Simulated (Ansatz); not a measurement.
Relaxed Be (hcp, Mg type):

```
CELL_PARAMETERS angstrom
      2.26449     0.00000     0.00000
     -1.13225     1.96111     0.00000
      0.00000     0.00000     3.56090
ATOMIC_POSITIONS crystal
  Be 0.33333 0.66667 0.75000
  Be 0.66667 0.33333 0.25000
```

The atoms are displaced by Q × the pattern below (from a DFPT mode at Γ, largest move 1; Q in Å), at fixed cell. It is one choice among 2 degenerate patterns.

```
atom      x       y      z
----  -----  ------  -----
Be1   0.000   1.000  0.000
Be2   0.000  -1.000  0.000
```

Calculation: PBE (plane waves to 420 eV, PAW, scalar-relativistic; Ansatz, an electronic-structure program). k mesh 23×23×13 (Γ-centred), Fermi-Dirac smearing 0.05 eV. With partly filled bands, energies and forces of such displacements shift with the k mesh and the smearing. Be was relaxed with its symmetry unable to fall. The PAW data are Ansatz's earlier set.

At one point of the scan the forces (eV/Å) are:

```tsv
atom	Fx	Fy	Fz
Be1	0.000	0.545	0.000
Be2	0.000	-0.545	0.000
```

Task: Which point is it?
A. Q = -0.047 Å
B. Q = -0.187 Å
C. Q = -0.233 Å

Result: C, Q = -0.233 Å

(For displaced atoms, the force is minus the slope of the energy, and its curvature is a force constant, which sets phonon frequencies.)
